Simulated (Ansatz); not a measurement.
Relaxed candidate structures of ZnSe:

A. P4/mmm (No. 123), tP2; a = b = 3.5128 Å, c = 3.0006 Å, α = β = γ = 90.00°; Se 1d (0.500, 0.500, 0.500); Zn 1a (0.000, 0.000, 0.000)

B. F-43m (No. 216), cF8, zinc blende type; a = b = c = 5.666 Å, α = β = γ = 90.00°; Se 4c (0.250, 0.250, 0.250); Zn 4a (0.000, 0.000, 0.000)

**Question.** Put the candidates in order of energy per atom, lowest first, for r2SCAN (plane waves to 500 eV, PAW, scalar-relativistic; Ansatz, a first-principles code).

**Answer.** B (reference, the lowest of the structures calculated here), A (+0.98 eV/atom)

**Question.** Which candidates are metallic at this level, and what gaps do the others have?

**Answer.** No gap: A. B: 1.87 eV (no spin-orbit coupling).

Each run could gain symmetry but not lose that of its start, so entries can be saddle points. From databases, or of a type measured for this composition: F-43m, cF8, zinc blende type; the others are generated cells (placed on structure types, drawn at random, substituted or restacked) that were not matched to a known phase here. Energies are at zero temperature and pressure, without zero-point motion. No spin polarisation in the result.
